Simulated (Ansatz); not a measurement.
Two inputs for CdPtC6N6

Cell: a COD entry, its atoms then relaxed with PBE in this cell.

```cif
data_CdPtC6N6
_symmetry_space_group_name_H-M 'Fm-3m'
_symmetry_Int_Tables_number 225
_cell_length_a 10.9458
_cell_length_b 10.9458
_cell_length_c 10.9458
_cell_angle_alpha 90.000
_cell_angle_beta 90.000
_cell_angle_gamma 90.000
loop_
_atom_site_label
_atom_site_type_symbol
_atom_site_symmetry_multiplicity
_atom_site_Wyckoff_symbol
_atom_site_fract_x
_atom_site_fract_y
_atom_site_fract_z
Cd Cd 4 b 0.5000 0.5000 0.5000
Pt Pt 4 a 0.0000 0.0000 0.0000
C C 24 e 0.5000 0.5000 0.1833
N N 24 e 0.5000 0.5000 0.2890
```

One atom of each set is listed; the run and its k-mesh use a cell of 14 atoms with edges of 7.74, 7.74, 7.74 Å.

Reference run. The numbers come from a DFT calculation in Ansatz (PBE, plane waves and PAW, scalar-relativistic, 420 eV cutoff, Γ-centred 5×5×5 k-points, Fermi–Dirac smearing 0.05 eV).

Problem. The input is changed as follows: `scf.convergence.dr2_threshold`: not typed → 1e-09; `hamiltonian.hubbard`: not typed → {sites: [{species: Pt, l: d, u_eff: 4.0}], double_counting: fll}. What happens to V_zz (10²¹ V/m²) and η?

Solution. 

```csv
site,V_zz reference,η reference,V_zz changed,η changed
C,-3.81,0.00,-3.87,0.00
N,-5.87,0.00,-5.92,0.00
```

The largest change of V_zz is on C, from -3.81 to -3.87. In per cent, |V_zz| changes by +1 on C, +1 on N (all sites that start above 0.5). Sites without a gradient aren't listed. At these positions, which the reference run relaxed to, the changed run has forces up to 0.3 eV/Å, so its atoms aren't at their own equilibrium. New warnings: xc potential rough in thin density.

On the reference run: Without spin–orbit coupling the gradients at and beside Pt can be off by some per cent, at some sites by more. The database entry as given showed forces above 3 eV/Å or a pressure above 30 GPa, though relaxing it moves no atom far.
